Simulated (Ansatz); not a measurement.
An Ansatz (a quantum-chemistry and plane-wave program) input:

Ansatz 0.2 input:
```yaml
crystal:
  lattice:
    - [4.3586392737, 0.0, 0.0]
    - [-2.1793196368, 3.774692337, 0.0]
    - [0.0, 0.0, 5.6000300835]
  atoms:
    - { symbol: Sn, position: [0.6666666667, 0.3333333333, 0.75] }
    - { symbol: Sn, position: [0.3333333333, 0.6666666667, 0.25] }
    - { symbol: Au, position: [0.0, 0.0, 0.5] }
    - { symbol: Au, position: [0.0, 0.0, 0.0] }
kpoints:
  mp_grid: { grid: [8, 8, 6] }
  band_path:
    path:
      - [[0.0, 0.0, 0.0], [0.5, 0.0, 0.0], [0.3333333333, 0.3333333333, 0.0], [0.0, 0.0, 0.0], [0.0, 0.0, 0.5], [0.5, 0.0, 0.5], [0.3333333333, 0.3333333333, 0.5], [0.0, 0.0, 0.5]]  # Γ-M-K-Γ-A-L-H-A
      - [[0.5, 0.0, 0.5], [0.5, 0.0, 0.0]]  # L-M
      - [[0.3333333333, 0.3333333333, 0.5], [0.3333333333, 0.3333333333, 0.0]]  # H-K
    npoints: 8
hamiltonian:
  xc: r2scan
  pseudopotentials: { kind: paw }
magnetization: { noncollinear: true, spin_orbit: true }
scf:
  n_extra_bands: 12
  convergence: { dr2_threshold: 0.0000000001 }
  occupations: { method: gaussian, width: 0.05 }
output: { eigenvalues: true }
```

Question: How many symmetry operations and irreducible k-points will the run report?

Answer: 24 operations, 40 of 384 k-points.

Question: With a cutoff of 500 eV, how many plane waves at Γ?

Answer: 2331.

It took roughly 5 core-minutes on shared server cores.

Space group P6_3/mmc (NiAs type). The workflow started from a Materials Project entry (that database holds measured and hypothetical structures alike); the Crystallography Open Database files this formula in space group No. 194, but the cells were not matched. Whether it is the stable phase at ambient conditions was not checked. The r²SCAN relaxation kept the symmetry of its start; of distortions, only those at the zone centre were tested.

Potentials: the later of the program's two PAW sets.

Ansatz is a plane-wave DFT program.
